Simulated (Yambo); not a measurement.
Yambo run on Mg₂P₂O₇ (space group C2/m, No. 12). The wavefunctions are norm-conserving PBEsol (Quantum ESPRESSO, 84 Ry, scalar-relativistic) ones on a 2×2×4 mesh (36 occupied bands); a = b = 5.2437 Å, c = 4.4980 Å, α = β = 98.26°, γ = 104.23°.

Yambo input:

```
rim_cut
gw0
dyson
el_el_corr
HF_and_locXC
cohsex
em1s
RandQpts= 1000000
RandGvec= 1 Ry
EXXRLvcs= 84 Ry
VXCRLvcs= 336 Ry
Chimod= "HARTREE"
% BndsRnXs
 3 | 230 |
%
NGsBlkXs= 8 Ry
% LongDrXs
 1.0 | 1.0 | 1.0 |
%
ExtendOut
% QPkrange
 1 | 1 | 36 | 37 |
 3 | 3 | 36 | 36 |
%
```

k points by index: 1 = Γ, 3 = (0, 0, -0.5).

Resulting energies as the program prints them:

```
#    K-point    Band    Eo [eV]    E [eV]    E-Eo [eV]    Vxc [eV]    Vnlxc [eV]    Sc|Eo [eV]    Re(Z)    Im(Z)
#
    1    36    -0.256410    -3.800344    -3.543934    -19.99250    -25.83548    2.299039    1.000000    0.000000
    1    37    5.574025    5.943164    0.369139    -12.50601    -7.699167    -4.437709    1.000000    0.000000
    3    36    0.000000    -3.572258    -3.572258    -19.95550    -25.81151    2.283760    1.000000    0.000000
```
(The two width columns are left out.) Convergence of these settings isn't established.

Geometry of the Materials Project entry, not relaxed at this level.
